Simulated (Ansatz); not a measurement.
Ag (fcc, Cu type)

```xyz
4
Lattice="4.1492 0.0000 0.0000 0.0000 4.1492 0.0000 0.0000 0.0000 4.1492" Properties=species:S:1:pos:R:3 pbc="T T T"
Ag     0.0000     0.0000     0.0000
Ag     2.0746     2.0746     0.0000
Ag     2.0746     0.0000     2.0746
Ag     0.0000     2.0746     2.0746
```

In this cell atom 1 (Ag, nearest neighbour Ag at 2.934 Å; its periodic images, 4.1 Å or more away, move with it) is moved by s along Cartesian z, unit vector (0.000, 0.000, 1.000); all other atoms and the cell stay fixed.

All values below come from PBE (plane waves to 420 eV, PAW, scalar-relativistic; Ansatz, a first-principles code). k mesh 9×9×9 (Γ-centred), Fermi-Dirac smearing 0.05 eV. E stands for the smeared free energy. With partly filled bands, energies and forces of such displacements shift with the k mesh and the smearing. On this mesh the relaxed cell isn't quite at rest: it carries a pressure of -0.1 GPa (compression positive) at the zero of the scan. Ag was relaxed with its symmetry unable to fall. The PAW data are Ansatz's earlier set. The zero of ΔE is the undisplaced structure. The last digit holds for this mesh only.

| s (Å) | ΔE (meV/cell) |
|---|---|
| -0.880 | 2334.4 |
| -0.704 | withheld |
| -0.528 | 721.9 |
| -0.352 | 300.9 |
| -0.176 | 72.0 |
| 0.000 | 0.0 |
| 0.176 | 72.0 |
| 0.352 | 300.9 |
| 0.528 | 721.9 |
| 0.704 | withheld |
| 0.880 | 2334.4 |

**Question.** Fit an even polynomial form (powers 2, 4, 6) to the given rows and predict ΔE at s = -0.704.

**Answer.** Least squares on the 9 given rows: ΔE = (2290)·s² + (1153)·s⁴ + (-280.6)·s⁶, in meV/cell with s in Å; root-mean-square residual 0.06 meV/cell. At -0.704 the fit gives 1384.0 meV/cell; the calculation gives 1384.1 meV/cell, so the interpolation is off by -0.1 (-0.0 %). The quadratic term alone would give 1135.0 meV/cell.

(A displaced cell: forces are minus the slopes of the energy, force constants its curvatures, and phonons follow from these.)
